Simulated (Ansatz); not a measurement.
# LiCd: energy along a strain

LiCd, Fd-3m, a = 6.671 Å. The structure is a Materials Project entry; whether it is the stable form wasn't checked. Ansatz: r2SCAN, PAW, 500 eV, Γ-centred 12×12×12 mesh on 4 atoms, Gaussian smearing 0.15 eV; no spin polarisation. Cell vectors (Å): 0.000 3.336 3.336; 3.336 0.000 3.336; 3.336 3.336 0.000. The cell is strained by x per cent times the pattern (0 1 0 0 0 0) in the order xx yy zz yz xz xy (engineering shears), with fractional coordinates held. y is the free energy over the start, V0 = 18.559 Å³/atom.

| x (%) | y (meV/atom) |
| --- | --- |
| -6.00 | 11.47 |
| -4.50 | 6.12 |
| -3.00 | 2.56 |
| 0.00 | 0.00 |
| 1.50 | 0.62 |
| 4.50 | ? |
| 6.00 | 8.37 |

Fit y = c1 x + c2 x² + c3 x³ to the other rows, get the stiffness along the pattern, and predict the missing energy.

Least squares on the rows shown. y = 0.04561 x + 0.2753 x² − 0.008424 x³. The clamped-ion stiffness p·C·p = 2 × 2.753 eV × 160.2 / 18.559 Å³ = 48 GPa, which is C22 in these axes (C11 of the cubic crystal); c1 is there for the stress left in the start, which by itself gives a slope of 0.03 meV/atom per %. At x = 4.50 the fit asked for gives 5.01 meV/atom. The run gave 4.93 meV/atom, so the fit is 0.08 meV/atom too high, a small miss on the scale of the series.

Cost: 7 runs of about 3.6 core-minutes in all, on Arm Neoverse V2 (shared hosts).